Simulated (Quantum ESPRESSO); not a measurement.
For atom 9 (N) of Si₃N₄ in P6₃/m, PBE PAW (JTH datasets; density from pw.x of a modified build of Quantum ESPRESSO, gradients reconstructed from it by a script) gives this field-gradient tensor in Cartesian axes (atomic units, 1 a.u. = 9.7174×10²¹ V/m²):

```
 0.0298   0.3174   0.0000
 0.3174  -0.2945   0.0000
 0.0000   0.0000   0.2647
```

The cell comes from the Materials Project (a computed structure). It is Si3N4 in P6₃/m. Stability against distortions was not tested.  Cores are frozen. Against all-electron runs on small test molecules, this scheme's |Vzz| missed by −6 % on Si, under 1 % on N.

### Question
Find the principal values, η_Q, |C_Q|, ν_Q and P_Q for ¹⁴N (I = 1, |Q| = 0.0204 barn).

### Answer
Eigenvalues (principal values) by size: Vxx = 0.2241, Vyy = 0.2647, Vzz = -0.4888 a.u. (they sum to zero).
η_Q = (Vxx − Vyy)/Vzz = 0.08.
|C_Q| = 234.96 MHz × |Q|/barn × |Vzz|/a.u. = 234.96 × 0.0204 × 0.4888 = 2.34 MHz.
Quadrupole frequency ν_Q = 3C_Q/[2I(2I − 1)] = 3.51 MHz, and P_Q = C_Q(1 + η²/3)^½ = 2.35 MHz.
